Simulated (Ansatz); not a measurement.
Space group R-3m:H (No. 166). a = 5.293 Å, b = 5.293 Å, c = 12.974 Å, α = 90.00°, β = 90.00°, γ = 120.00°
| atom | site | symmetry | x | y | z |
| --- | --- | --- | --- | --- | --- |
| Co | 9d | .2/m | 0.1667 | 0.3333 | 0.8333 |
| Sn | 3b | -3m | 0.6667 | 0.3333 | 0.8333 |
| Sn | 3a | -3m | 0.0000 | 0.0000 | 0.0000 |
| S | 6c | 3m | 0.3333 | 0.6667 | 0.9484 |

Equation of state of this Co₃Sn₂S₂ structure (not necessarily the ground state), with shape and atoms relaxed at each volume where symmetry leaves them free. It has no gap at any of these volumes. Method: Ansatz, DFT PBEsol, scalar-relativistic, plane waves, PAW.

Settings: cutoff 420 eV, Γ-centred mesh 12×12×12 on the computed 7-atom cell, Gaussian smearing of 0.10 eV; collinear spin.

```
V (Å³/atom) E − E(largest V) (meV/atom) P (GPa)
     14.091                         5.25     8.67
     14.540                       -12.38     3.94
     14.990                       -17.83    -0.01
     15.440                       -13.13    -3.29
     15.889                         0.00    -6.00
```

Q: Fit a third-order Birch–Murnaghan equation to E(V).

A: V0 = 14.99 Å³/atom, B0 = 120 GPa, B0' = 5.1.

Moments started parallel, and an antiferromagnetic order may lie lower.